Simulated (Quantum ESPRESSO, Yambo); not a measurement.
**G0W0 results for LiBr at -1 % biaxial strain**

```cif
data_Br2Li2
_chemical_formula_sum 'Li2 Br2'
_space_group_name_H-M_alt 'P63mc'
_space_group_IT_number 186
_space_group_name_Hall 'P 6c -2c'
_cell_length_a 4.09335
_cell_length_b 4.09335
_cell_length_c 6.68461
_cell_angle_alpha 90.000
_cell_angle_beta 90.000
_cell_angle_gamma 120.000
loop_
_atom_site_label
_atom_site_type_symbol
_atom_site_symmetry_multiplicity
_atom_site_Wyckoff_symbol
_atom_site_fract_x
_atom_site_fract_y
_atom_site_fract_z
_atom_site_occupancy
Li1 Li 2 b 0.33333 0.66667 0.37564 1
Br1 Br 2 b 0.66667 0.33333 0.49936 1
```

The PBEsol cell relaxed from Materials Project entry mp-976280 was given a biaxial strain of -1 % along x and y, z relaxed, and the atoms were relaxed again.

Starting point: PBEsol (Quantum ESPRESSO, PseudoDojo norm-conserving, 74 Ry, without SOC). G0W0 in Yambo: 3×3×2 Γ-centred k mesh, bands 3 to 175 and a 8 Ry block in the screening, 175 bands in G with the Bruneval-Gonze terminator, plasmon pole fitted at 27.2 eV.

| Property | Result |
|---|---|
| PBEsol gap along the band path | 4.90 eV |
| PBEsol gap between the mesh's edge points (Γ → Γ) | 4.90 eV |
| G0W0 gap between the same points | 7.49 eV |

```
k point  band  E PBEsol (eV)  E QP (eV)  shift (eV)     Z
-------  ----  -------------  ---------  ----------  ----
Γ          VB           0.00      -1.82       -1.82  0.82
Γ          CB           4.90       5.67        0.77  0.86
A          VB          -0.18      -2.02       -1.84  0.82
A          CB           6.25       7.11        0.86  0.85
H          VB          -0.47      -2.32       -1.85  0.82
H          CB           7.46       8.42        0.96  0.85
```

Energies count from the PBEsol valence-band maximum.

Convergence of the G0W0 settings was not tested. The k mesh is coarse.

Spin-orbit splittings are left out.

This is not the ordinary phase of the substance; no match was found in the copy of COD used, and its stability was not checked.
